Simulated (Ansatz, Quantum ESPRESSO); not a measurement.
# CsLiCr2Te2S3: 6 runs at one level of theory

```xyz
9
Lattice="3.4216 -5.1807 0.0078 3.4216 5.1807 0.0078 -2.9041 0.0000 7.4309" Properties=species:S:1:pos:R:3 pbc="T T T"
Cs    0.6167    0.0000    0.0649
Li    2.4219    0.0000    4.1212
Cr    0.1728    2.1297    4.1498
Cr    0.1728   -2.1297    4.1498
Te    4.0786    1.5993    2.1688
Te    4.0786   -1.5993    2.1688
S     2.0049   -2.1476    5.4598
S     2.0049    2.1476    5.4598
S     0.0600    0.0000    3.5978
```

The cell comes from a database or a generator and needn't be the stable form of this composition.

Alike in all runs: task single point; functional PBE; k mesh 5 × 5 × 4; occupations fermi-dirac, width 0.05 eV; collinear spin, ferromagnetic start; no spin-orbit coupling. Pressure is positive in compression and, in plane waves, holds the error of the finite cutoff, which Ansatz's Pulay term estimates and takes out.

```
                                program and potentials  plane-wave cutoff (eV)                                                                      notes  pressure (GPa)  net moment per atom (μB)  largest force (eV/Å)
Ansatz, Ansatz PAW (files of its older set among them)                    1070                                    10 valence electrons an atom on average            0.01                      0.45                     -
                                       Ansatz, SPMS NC                     871  10 valence electrons an atom on average; Pulay term of +0.02 GPa included            0.32                      0.45                 0.093
               Ansatz, PseudoDojo standard (PBE files)                    1279                                    10 valence electrons an atom on average            0.26                      0.45                 0.072
Ansatz, Ansatz NC with PseudoDojo standard (PBE files)                    1279                                    10 valence electrons an atom on average           -0.01                      0.45                     -
             Quantum ESPRESSO, SSSP 1.3 efficiency PBE                     748                                  7.78 valence electrons an atom on average            0.09                      0.45                 0.087
                                       Ansatz, JTH PAW                    1230                                  7.78 valence electrons an atom on average            0.09                      0.45                 0.073
```

Force on atom 6 (Te), eV/Å:

| program and potentials | x | y | z |
| --- | --- | --- | --- |
| Ansatz, SPMS NC | 0.022 | 0.017 | -0.089 |
| Ansatz, PseudoDojo standard (PBE files) | 0.017 | 0.012 | -0.069 |
| Quantum ESPRESSO, SSSP 1.3 efficiency PBE | 0.019 | 0.035 | -0.078 |
| Ansatz, JTH PAW | 0.014 | 0.022 | -0.055 |

The pressure spans -0.01 (Ansatz, Ansatz NC with PseudoDojo standard (PBE files)) to 0.32 GPa (Ansatz, SPMS NC). All agree on the net moment per atom. The state is the one that the start led to, which needn't be the lowest.

The functional is the same throughout but for its coding, so the spread measures potentials, basis and numerics; runs on potential files found faulty are left out.
